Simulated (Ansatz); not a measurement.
Total density of states per atom from LDA (plane waves, PAW; program Ansatz), in 0.25 eV bins, energy from the valence-band maximum:

```
E (eV) | states/eV/atom
    -7.85 |  0.00
    -7.60 |  0.00
    -7.35 |  0.00
    -7.10 |  0.00
    -6.85 | ########### 0.44
    -6.60 | ############################## 1.16
    -6.35 | ############## 0.52
    -6.10 | ######### 0.35
    -5.85 | ####### 0.27
    -5.60 | ##### 0.21
    -5.35 | #### 0.17
    -5.10 | #### 0.15
    -4.85 | ### 0.12
    -4.60 | ### 0.10
    -4.35 | ## 0.09
    -4.10 | #### 0.16
    -3.85 | ################ 0.62
    -3.60 | ############## 0.56
    -3.35 | ############# 0.52
    -3.10 | ############### 0.56
    -2.85 | ################## 0.70
    -2.60 | #################### 0.78
    -2.35 | ################### 0.74
    -2.10 | ################## 0.70
    -1.85 | ################## 0.68
    -1.60 | ################# 0.66
    -1.35 | ################ 0.63
    -1.10 | ############ 0.46
    -0.85 | ######## 0.29
    -0.60 | ##### 0.20
    -0.35 | ### 0.12
    -0.10 | # 0.04
     0.15 |  0.00
     0.40 |  0.00
     0.65 |  0.00
     0.90 |  0.00
     1.15 | # 0.03
     1.40 | ### 0.13
     1.65 | ######## 0.30
     1.90 | ############# 0.49
     2.15 | ################# 0.67
     2.40 | ######################### 0.95
     2.65 | ################### 0.74
     2.90 | ############# 0.49
     3.15 | ############ 0.45
     3.40 | ############ 0.47
     3.65 | ########## 0.39
     3.90 | ########## 0.40
     4.15 | ################ 0.62
     4.40 | ########################### 1.06
     4.65 | ################# 0.66
     4.90 | ############## 0.55
     5.15 | ############### 0.57
```

Which of these materials gives this?
A. GaAs, zinc blende
B. Ga2O3, R-3m (Ga on 6c, O on 3a, O on 6c)
C. AlP, zinc blende
D. BN, zinc blende

A, GaAs, zinc blende. Top 1 eV of the valence band: As 4p 76 %, Ga 4p 21 %. Bottom 1 eV of the conduction band: Ga 4p 31 %, Ga 4s 28 %, As 4s 21 %, As 4p 15 %. Projections are on Löwdin-orthogonalised atomic valence shells; empty p or d shells of many metals are not among them.

Space group F-43m (zinc blende). The cell was relaxed with LDA under the symmetry of its start. Scalar-relativistic: spin–orbit coupling is off unless named, which matters more the heavier the elements.

Potentials: the earlier of the program's two PAW sets. The files were generated under PBE; for other functionals the program regenerates the frozen cores, and for LDA and PBEsol the local potential too.
